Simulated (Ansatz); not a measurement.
GaP:
```cif
data_Ga4P4
_chemical_formula_sum 'P4 Ga4'
_space_group_name_H-M_alt 'F-43m'
_space_group_IT_number 216
_space_group_name_Hall 'F -4 2 3'
_cell_length_a 5.43848
_cell_length_b 5.43848
_cell_length_c 5.43848
_cell_angle_alpha 90.000
_cell_angle_beta 90.000
_cell_angle_gamma 90.000
loop_
_atom_site_label
_atom_site_type_symbol
_atom_site_symmetry_multiplicity
_atom_site_Wyckoff_symbol
_atom_site_fract_x
_atom_site_fract_y
_atom_site_fract_z
_atom_site_occupancy
P1 P 4 c 0.25000 0.25000 0.25000 1
Ga1 Ga 4 a 0.00000 0.00000 0.00000 1
```
(The calculation used a cell of 2 atoms; values per cell refer to that cell.)

Relaxed with PBEsol. Plane-wave PAW PBEsol (Ansatz code) gives a gap of 1.45 eV.

Problem. What gap does HSE06 give on the same cell (Ansatz, PAW)?

Solution. 2.24 eV, 0.79 eV more. The hybrid was solved on a coarser mesh and at special points; its gap is the smallest among all of these.

```tsv
k	v1 PBEsol	c1 PBEsol	v1 HSE06	c1 HSE06
Γ	0.00	1.80	[?]	[?]
X	-2.73	1.50	[?]	[?]
L	-1.14	1.60	[?]	[?]
W	-3.51	4.60	-3.73	5.51
K	-2.30	2.06	[?]	[?]
```

Problem. Top valence (v1) and lowest conduction level (c1) in eV from each method's valence maximum (which need not be a listed point): supply the withheld HSE06 values.

Solution. 
- K, v1 HSE06: -2.48
- K, c1 HSE06: 2.91
- X, v1 HSE06: -2.95
- X, c1 HSE06: 2.27
- L, v1 HSE06: -1.22
- L, c1 HSE06: 2.53
- Γ, v1 HSE06: 0.00
- Γ, c1 HSE06: 2.86

Cost on shared cores: the PBEsol run (SCF on a 9×9×9 mesh, then bands and DOS) around 12 core-seconds (rough), the HSE06 run (SCF on 7×7×7, then a few points) roughly 110 core-seconds; the tasks are unlike.

Symmetry was held in the PBEsol relaxation. Spin–orbit coupling is left out wherever it is not named.

Potentials: the later of the program's two PAW sets.
